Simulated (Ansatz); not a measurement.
**Two states of Eu$_{3}$CoHg**

```
CELL_PARAMETERS angstrom
4.35875 0.25231 -2.57023
0.01810 5.55776 -0.15045
0.47333 -0.02118 5.26801
ATOMIC_POSITIONS crystal
Eu 0.24794 0.01473 0.48724
Eu 0.67468 0.64862 0.93934
Eu 0.69168 0.33008 0.42790
Hg 0.16328 0.17168 0.95872
Co 0.17727 0.53149 0.43426
```

The numbers come from plane-wave PAW DFT (Ansatz): LDA, 420 eV, 4×3×4 (shifted by 0, 0, 0.5 steps) k points, fermi-dirac occupations (width 0.1 eV). Nothing was relaxed.

State A: Eu1 down, Eu2 down, Eu3 down, Co5 up (collinear spin). State B: Eu1 up, Eu2 down, Eu3 up, Co5 down (collinear spin).

Q: Which state is lower, and how do they differ?

A: State A is lower by 23.6 meV an atom at zero smearing; in free energy at this smearing B lies +22.6 meV an atom from A.

| state | free energy (meV/atom) | largest moment in a small sphere (μB) | net moment (μB/cell) | gap on mesh (eV) | pressure (GPa) | largest force (eV/Å) |
| --- | --- | --- | --- | --- | --- | --- |
| A | 0.0 | 6.74 | 20.64 | metal | 0.9 | 1.02 |
| B | 22.6 | 6.62 | 6.73 | metal | 0.6 | 1.00 |

Origin: a disordered cell, so it need not be a known compound. Caveats: the k mesh is coarse if the cell is a metal; f shells without a U or exact exchange are poorly placed.
